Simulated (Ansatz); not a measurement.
FeH4Cl2O2 in space group C2/m (No. 12; Fe on 2a, H on 8j, Cl on 4i, O on 4g), r²SCAN+D4 in the plane-wave PAW code Ansatz. The conduction-band minimum lies at M2, with 1 equivalent valley. Second derivatives d²E/dk² of the lowest band at one valley (eV·Å²), along Cartesian directions:

```csv
direction,d²E/dk²
[100],1.389
[010],2.754
[001],2.991
[110],2.071
[101],3.245
[011],2.872
```

**Question.** Find the principal effective masses, the density-of-states mass and the conductivity mass.

**Answer.** Off-diagonal terms follow from H_xy = H[110] − (H_xx + H_yy)/2, and m*/mₑ = 7.620 eV·Å² over each eigenvalue: 2.2, 2.8, 8.8. One valley's DOS mass (m₁m₂m₃)^(1/3) = 3.8, conductivity mass 3/(Σ 1/mᵢ) = 3.2 mₑ.

**Question.** What effective density of states Nc follows at 300 K for parabolic valleys?

**Answer.** Nc = 2.509e19 × 1 × (3.8)^(3/2) / 2 (one spin channel) ≈ 9.3e19 cm⁻³.

The first step of the workflow began from a Materials Project structure, measured or hypothetical; the Crystallography Open Database files this formula in space group No. 12, but the cells were not matched. Its standing as an ambient phase is unchecked. The cell was relaxed with r²SCAN+D4 under the symmetry of its start; its stability against distortions is not shown here. Spin order of the final state: ferromagnetic, the only order run, not a proven ground state. The cell computed holds one magnetic atom, so no antiferromagnetic order was within reach. Other orbital occupations within this spin state were not tried. No Hubbard U is applied.

Potentials: the later of the program's two PAW sets.

Edges and masses are those of Kohn–Sham bands, whose gap is no quasiparticle gap.
